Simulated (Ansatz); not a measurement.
# Zone-centre phonons of HfN at 16 GPa: input and output

Level of theory: DFT LDA, scalar-relativistic, plane waves, PAW in Ansatz 0.2.0.

Launched with:
```bash
ansatz run input.yaml --threads 1 --pin off --max-ram 3072MiB --backend cpu --events-out ev --progress --plain --runs-dir out
```

Input (bare energies are in eV):
```yaml
crystal:
  lattice:
    - [0.0, 2.1988933559, 2.1988933559]
    - [2.1988933559, 0.0, 2.1988933559]
    - [2.1988933559, 2.1988933559, 0.0]
  atoms:
    - { symbol: Hf, position: [0.0, 0.0, 0.0] }
    - { symbol: "N", position: [0.5, 0.5, 0.5] }
basis:
  ecutwfc: 420
kpoints:
  mp_grid: { grid: [16, 16, 16] }
hamiltonian:
  xc: lda
scf:
  occupations: { method: fermi_dirac, width: 0.15 }
output:
  eigenvalues: true
phonons:
  method: dfpt
  eigenvectors: true
```

Results section of the output:
```
--- Phonons (Γ-DFPT): 2 representative perturbations + reference, on 349 of 4096 k-points (Σ response iterations 7) ---
  k mesh reduced under 8 symmetry operations, with k and −k counted as one. Each operation leaves every solved perturbation unchanged. A smaller set is not used because it would not reduce the number of displacements ...
  ASR residual: 3.970e-4 → 0.000e0 eV/Å²; symmetrization residual: 1.168e-6 eV/Å²
  ASR residual per site (eV/Å²): 3.97e-4 1.35e-4
  Γ frequencies (cm⁻¹): 0.00 0.00 0.00 561.57 561.57 561.57
  non-analytic LO–TO correction: not included (Born effective charges unavailable; polar crystals: no LO–TO splitting at Γ)
```

Time: 25 s on 1 thread of Intel(R) Xeon(R) 6975P-C (Granite Rapids), with other jobs on the host, peak memory 0.78 GiB.

In a metal, frequencies and elastic constants depend on the k mesh and the smearing, soft modes and shear constants most. Spin–orbit coupling is left out, which can shift energies with elements as heavy as these.